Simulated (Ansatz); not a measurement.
**Mo2WBr6, a known structure type with other elements, at an estimated volume**

```
W Mo Br
1.0
     0.00000    4.85877    4.85877
     4.85877    0.00000    4.85877
     4.85877    4.85877    0.00000
W Mo Br
1 2 6
Direct
  0.00000 0.00000 0.00000
  0.25000 0.25000 0.25000
  0.75000 0.75000 0.75000
  0.23700 0.76300 0.76300
  0.76300 0.23700 0.76300
  0.76300 0.23700 0.23700
  0.23700 0.76300 0.23700
  0.76300 0.76300 0.23700
  0.23700 0.23700 0.76300
```

The numbers come from plane-wave PAW DFT (Ansatz): r2SCAN, no spin polarisation, 500 eV, 6×6×6 Γ-centred k points, fermi-dirac occupations (width 0.1 eV). Nothing was relaxed.

(1) Where is the largest force?

(2) Is there a gap?

(3) Which element gives electrons and which takes them?

(4) Is it stable against the elements?

(5) What does the stress say?

Origin: a known structure type with other elements, at an estimated volume, so it need not be a known compound. Caveats: many states at the Fermi level without spin polarisation, so a magnetic state may lie lower; atoms or cell far from equilibrium.

Answers

(1) The largest is on Br8 (and as large on other atoms): 4.17 eV/Å, components (0.00, 0.00, -4.17). It makes 180° with the line to a nearest neighbour, W1 at 2.30 Å, pointing away from it.

(2) It is a metal, with about 23 states/eV a cell as the mean within 0.25 eV of the Fermi level, mostly Mo d (80 %).

(3) Bader charges in e: Mo +0.86, W +1.59, Br -0.55. In the mean W gives up most and Br takes most.

(4) 1.31 eV an atom against the elements' usual phases (free molecules for gases, crystals otherwise, with no correction for O₂ or N₂), so at this geometry it isn't bound against them. Relaxing would lower it.

(5) The pressure is 9.5 GPa (compression positive), so with the atoms held at these fractions the cell would first expand; the forces are large, so a full relaxation may end otherwise.
